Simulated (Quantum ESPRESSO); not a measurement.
Inputs of pw.x and gipaw.x (a modified build of Quantum ESPRESSO, PBE) for SrO; the starting potential comes from an earlier run on another mesh:

```
&CONTROL
  calculation = 'scf'
  prefix = 'x'
  pseudo_dir = './pseudo'
  outdir = './out'
  tprnfor = .true.
/
&SYSTEM
  ibrav = 0
  nat = 2
  ntyp = 2
  ecutwfc = 45
  ecutrho = 180
  occupations = 'fixed'
  nbnd = 8
/
&ELECTRONS
  conv_thr = 1e-11
  startingpot = 'file'
/
ATOMIC_SPECIES
Sr 87.620 Sr.GGA_PBE-JTH.UPF
O 15.999 O.GGA_PBE-JTH.UPF
CELL_PARAMETERS angstrom
   -0.000000000000     2.570866075000     2.609622850000
    2.570866075000    -0.000000000000     2.609622850000
    2.570866075000     2.570866075000     0.000000000000
ATOMIC_POSITIONS crystal
Sr     0.500000000000     0.500000000000     0.500000000000
O     -0.000000000000     0.000000000000     0.000000000000
K_POINTS automatic
6 6 6 1 1 1
```

```
&INPUTGIPAW
  job = 'nmr'
  prefix = 'x'
  tmp_dir = './out/'
  restart_mode = 'from_scratch'
  pawproj(1) = .true.
  pawproj(2) = .true.
  use_nmr_macroscopic_shape = .false.
/
```

The cell was made here from a computed Materials Project entry: strained by +1 % along the cube axis and by -0.5 % across it, atoms relaxed (PBE without dispersion, pw.x of Quantum ESPRESSO, symmetry kept). The parent is SrO in Fm-3m. Stability against distortions was not tested.

Predict the shielding tensors that the run ends with.


```
     Total NMR chemical shifts in ppm: ---------------------------------------
     (adopting the Simpson convention for anisotropy and asymmetry)-----------

     Atom  1  Sr  pos: (  0.701797  0.701797  0.712377)  Total sigma:        2622.85
          2632.3305         -0.0000         -0.0000
            -0.0000       2632.3305         -0.0000
            -0.0000          0.0000       2603.9025

     Sr      1    anisotropy:    -28.43    eta:    0.0000
     Sr      1    sigma_11=   2632.33
     Sr      1    sigma_22=   2632.33
     Sr      1    sigma_33=   2603.90

     Atom  2  O   pos: (  0.000000  0.000000  0.000000)  Total sigma:        -216.27
          -211.8685         -0.0000          0.0000
            -0.0000       -211.8685          0.0000
             0.0000         -0.0000       -225.0876

     O       2    anisotropy:    -13.22    eta:    0.0000
     O       2    sigma_11=   -211.87
     O       2    sigma_22=   -211.87
     O       2    sigma_33=   -225.09
```
The printed anisotropy is 3/2 (σ_33 − σ_iso) in the program's own order; the axes are left out here. Anisotropies that symmetry doesn't fix are less certain than the isotropic values. Shieldings are absolute and leave out the bulk-susceptibility term; a larger σ means a smaller chemical shift. By our sweeps, such settings leave a few ppm in absolute σ on light atoms and up to some 20 ppm from Zn on. No spin–orbit coupling; Sr is the heaviest element present.
